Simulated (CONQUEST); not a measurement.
Consider a self-consistent single point of Ge (P6_3/mmc, 8 atoms in the cell; from Materials Project mp-1007760, changed as shown).

```xyz
8
Lattice="4.0775 0.0000 0.0000 0.0000 7.0625 0.0000 0.0000 0.0000 6.7314" Properties=species:S:1:pos:R:3 pbc="T T T"
Ge     2.0388     1.1771     0.4234
Ge     0.0000     2.3542     6.3080
Ge     0.0000     2.3542     3.7891
Ge     2.0388     1.1771     2.9423
Ge     0.0000     4.7083     0.4234
Ge     2.0388     5.8854     6.3080
Ge     2.0388     5.8854     3.7891
Ge     0.0000     4.7083     2.9423
```

All values come from this method and carry its errors: PBEsol, numerical atomic orbitals double-zeta with polarisation (the shipped basis), PseudoDojo norm-conserving potentials made for PBEsol run with CONQUEST.

CONQUEST settings:

```
key                                                value
---------------------  ---------------------------------
basis                                                DZP
Diag.MPMeshX, Y, Z                                 6 4 4
potentials             PseudoDojo norm-conserving PBEsol
Grid.GridCutoff                                   140 Ha
DM.SolutionMethod                                 diagon
Diag.kT                                      0.004998 Ha
Diag.GammaCentred                                   true
minE.SCTolerance                                 1.0e-06
SC.MaxIters                                          100
SC.LinearMixingFactor                                0.5
SC.KerkerPreCondition                               true
SC.KerkerFactor                               0.1 1/bohr
AtomMove.TypeOfRun                                static
```

Results:

Number of valence electrons: 112
Number of bands: 144
Number of k-points after the program's reduction: 74
Size of the basis: 144
Number of SCF iterations: 6
FFT grid: 48 × 72 × 72
Free energy E − TS: -19415.2956 eV
Fermi level (on the code's own zero): -4.41 eV
Pressure: -3.14 GPa

Stress (GPa, positive for compression):
```
-2.73   0.00   0.00
 0.00  -3.12   0.00
 0.00   0.00  -3.57
```

For comparison: a first run was changed to give this one (lattice scaled by 1.02), and from it to this one the free energy goes up by 13.3 meV/atom and the pressure goes from 0.45 to -3.14 GPa.

The program uses no crystal symmetry, so grid and mesh can part values that symmetry would make equal. The atom-centred basis is finite, which shifts total energies and pressures against plane waves. The structure comes from a collection of computed structures, made at another level of theory; the collection holds predicted forms beside known ones. No clean gap shows at this smearing width and mesh (spacing up to 0.26 Å⁻¹); the mesh is coarse for partly filled bands, so the values carry mesh errors. Semi-local functionals can close small gaps.

Cost on one core: very roughly 2.0 core-minutes.
